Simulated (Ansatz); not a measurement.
Here is the system:

Br:
Space group P6/mmm (No. 191); a = b = 7.6473 Å, c = 2.5488 Å, α = β = 90.00°, γ = 120.00°

| atom | site | symmetry | x | y | z |
|---|---|---|---|---|---|
| Br | 1a | 6/mmm | 0.0000 | 0.0000 | 0.0000 |
| Br | 2d | -6m2 | 0.3333 | 0.6667 | 0.5000 |

This is the PBE-relaxed structure.

Q: All from PBE (plane waves, PAW; program Ansatz), unless another level is named. Predict the electronic character.

A: metallic (no gap).

Q: Give the density of states at the Fermi level.

A: 2.0 states/eV per atom (mean over ±0.08 eV).

A made-up cell: these elements were put on the sites of a structure type; neither database checked (COD, Materials Project) lists it. It is not the usual solid phase (space group No. 64). The cell was relaxed with PBE under the symmetry of its start; whether a distortion lowers the energy is not shown. The substance is a gas or liquid at ambient conditions. A crystal of weakly bound molecules computed without a dispersion correction: the cell and the soft elastic constants depend strongly on that. With an odd number of electrons in the cell and no spin polarisation, the count alone makes it a metal. Scalar-relativistic: spin–orbit coupling is off unless named, which matters more the heavier the elements.

Potentials: the later of the program's two PAW sets.
